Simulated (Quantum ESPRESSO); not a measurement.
# Band energies of CdTe at +2 % isotropic strain

```
CdTe
1.0
    0.00000     3.30947     3.30947
    3.30947     0.00000     3.30947
    3.30947     3.30947     0.00000
Cd Te
1 1
Direct
  0.00000   0.00000   0.00000
  0.75000   0.75000   0.75000
```

norm-conserving PBEsol (Quantum ESPRESSO, 102 Ry, no spin-orbit coupling); path ΓXWKΓLUWLK,UX; energies in eV from the valence-band maximum.

```
k (1/Å)  point  band 14  band 15  band 16  band 17  band 18  band 19  band 20  band 21
-------  -----  -------  -------  -------  -------  -------  -------  -------  -------
0.00         Γ    -7.83    -7.83     0.00     0.00     0.00     0.48     4.60     4.60
0.32              -7.83    -7.82    -1.73    -0.54    -0.54     2.22     3.72     5.47
0.63              -7.81    -7.65    -3.32    -1.34    -1.34     2.71     3.07     7.07
0.95         X    -7.80    -7.42    -4.04    -1.67    -1.67     2.62     2.64     8.37
1.31              -7.82    -7.36    -3.94    -2.04    -1.93     3.72     4.01     6.13
1.42         W    -7.82    -7.35    -3.92    -2.10    -1.97     4.00     4.61     5.41
1.76         K    -7.81    -7.38    -3.94    -2.31    -1.38     2.85     4.37     7.14
2.06              -7.83    -7.55    -3.59    -2.04    -0.79     2.99     5.09     5.63
2.46              -7.83    -7.82    -1.78    -0.57    -0.13     1.91     4.38     4.85
2.77         Γ    -7.83    -7.83     0.00     0.00     0.00     0.48     4.60     4.60
3.07              -7.83    -7.83    -1.93    -0.25    -0.25     1.70     4.71     4.97
3.38              -7.82    -7.66    -3.68    -0.61    -0.61     1.74     5.20     5.20
3.59         L    -7.82    -7.53    -4.12    -0.69    -0.69     1.68     5.17     5.17
3.70              -7.82    -7.52    -4.09    -0.95    -0.74     1.96     5.00     5.30
4.05              -7.82    -7.40    -3.92    -2.27    -1.25     2.92     4.72     6.60
4.17         U    -7.81    -7.38    -3.94    -2.31    -1.38     2.85     4.37     7.14
4.51         W    -7.82    -7.35    -3.92    -2.10    -1.97     4.00     4.61     5.41
4.79              -7.82    -7.43    -3.93    -2.03    -1.25     3.25     4.56     5.75
5.08              -7.82    -7.52    -4.10    -0.87    -0.73     1.88     5.05     5.26
5.18         L    -7.82    -7.53    -4.12    -0.69    -0.69     1.68     5.17     5.17
5.34              -7.82    -7.51    -4.07    -1.16    -0.80     2.19     4.88     5.43
5.59              -7.82    -7.42    -3.92    -2.18    -1.17     2.93     4.77     6.47
5.76         K    -7.81    -7.38    -3.94    -2.31    -1.38     2.85     4.37     7.14
5.76         U    -7.81    -7.38    -3.94    -2.31    -1.38     2.85     4.37     7.14
6.09         X    -7.80    -7.42    -4.04    -1.67    -1.67     2.62     2.64     8.37
```

The PBEsol gap is direct, 0.48 eV at Γ.

Without spin-orbit coupling, band edges of such heavy elements can be off by tenths of an eV.

Geometry strained from the cell relaxed with PBEsol, atoms relaxed again.
